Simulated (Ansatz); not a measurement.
K₂NaRhF₆ (space group Fm-3m)

```xyz
10
Lattice="0.0000 4.0695 4.0695 4.0695 0.0000 4.0695 4.0695 4.0695 0.0000" Properties=species:S:1:pos:R:3 pbc="T T T"
K      6.1043     6.1043     6.1043
K      2.0348     2.0348     2.0348
Na     4.0695     4.0695     4.0695
Rh     0.0000     0.0000     0.0000
F      1.9462     4.0695     4.0695
F      6.1929     4.0695     4.0695
F      4.0695     1.9462     4.0695
F      4.0695     6.1929     4.0695
F      4.0695     4.0695     1.9462
F      4.0695     4.0695     6.1929
```

The slice is a {100} plane (indices of the conventional cell) through the point (0.000, 0.000, 0.000) (fractional), spanned by u = [100] and v = [0 1 -1] in vectors of this cell: u (5.76 Å) and v (5.76 Å, at 90° to u). It covers one period; positions are fractions (u, v).

Method: LDA (plane waves to 420 eV, PAW, scalar-relativistic; Ansatz, a first-principles code). k mesh 7×7×7. Inside the PAW spheres the values are not all-electron values, and peaks at nuclei hang on which shells count as valence. K2NaRhF6 is run without spin polarisation and with no Hubbard U. K2NaRhF6 was relaxed with its symmetry unable to fall.

**Question.** What is the valence density on the shortest Rh–F line in this plane (1.95 Å), at its minimum between the atoms?

**Answer.** 0.80 e/Å³.

**Question.** What is the ELF at the density minimum of the shortest Rh–F line in this plane (1.95 Å)?

**Answer.** 0.2.

**Question.** Sketch the electron localisation function (ELF) on this plane as a map.

**Answer.** 
```tsv
v \ u	0.00	0.10	0.20	0.30	0.40	0.50	0.60	0.70	0.80	0.90
0.90	0.72	0.14	0.45	0.61	0.24	0.01	0.24	0.61	0.45	0.14
0.80	0.15	0.45	x	0.79	0.62	0.02	0.62	0.79	x	0.45
0.70	0.03	0.61	0.79	0.79	0.33	0.01	0.33	0.79	0.79	0.61
0.60	0.01	0.24	0.62	0.33	0.14	0.62	0.14	0.33	0.62	0.24
0.50	0.00	0.01	0.02	0.01	0.62	x	0.62	0.01	0.02	0.01
0.40	0.01	0.24	0.62	0.33	0.14	0.62	0.14	0.33	0.62	0.24
0.30	0.03	0.61	0.79	0.79	0.33	0.01	0.33	0.79	0.79	0.61
0.20	0.15	0.45	x	0.79	0.62	0.02	0.62	0.79	x	0.45
0.10	0.72	0.14	0.45	0.61	0.24	0.01	0.24	0.61	0.45	0.14
0.00	x	0.72	0.15	0.03	0.01	0.00	0.01	0.03	0.15	0.72
```

Values: electron localisation function (ELF). Points within 0.4 Å of a nucleus are blanked (x), as the pseudised field means little there.
